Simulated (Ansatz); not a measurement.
Polymorphs of Al, each relaxed with plane-wave PAW PBEsol (Ansatz code):

A: diamond (Fd-3m)
a = 5.9986 Å, b = 5.9986 Å, c = 5.9986 Å, α = 90.00°, β = 90.00°, γ = 90.00°

| atom | site | symmetry | x | y | z |
|---|---|---|---|---|---|
| Al | 8b | -43m | 0.5000 | 0.5000 | 0.5000 |

B: bcc (W type) (Im-3m)
a = b = c = 3.2134 Å, α = β = γ = 90.00°

```csv
atom,site,symmetry,x,y,z
Al,2a,m-3m,0.0000,0.0000,0.0000
```

C: I4/mcm
a = b = 8.1247 Å, c = 2.7402 Å, α = β = γ = 90.00°

| atom | site | symmetry | x | y | z |
|---|---|---|---|---|---|
| Al | 8h | m.2m | 0.1475 | 0.3525 | 0.0000 |

Q: Rank these by energy per atom at 0 K (lowest first), as PBEsol gives it.

A: B (+0 meV/atom), C (+187 meV/atom), A (+744 meV/atom)

Typed or built starts, not in the databases checked: A; C. Not the usual ambient phase: A; B; C. Unstable at this level: A; B. All cells were relaxed under the symmetry of their starts (and spin orders); stability against distortions was not tested throughout.

Energies hold the estimated change up to a 700 eV cutoff; steps of a few meV lie near the error of the meshes.

Potentials: the later of the program's two PAW sets.
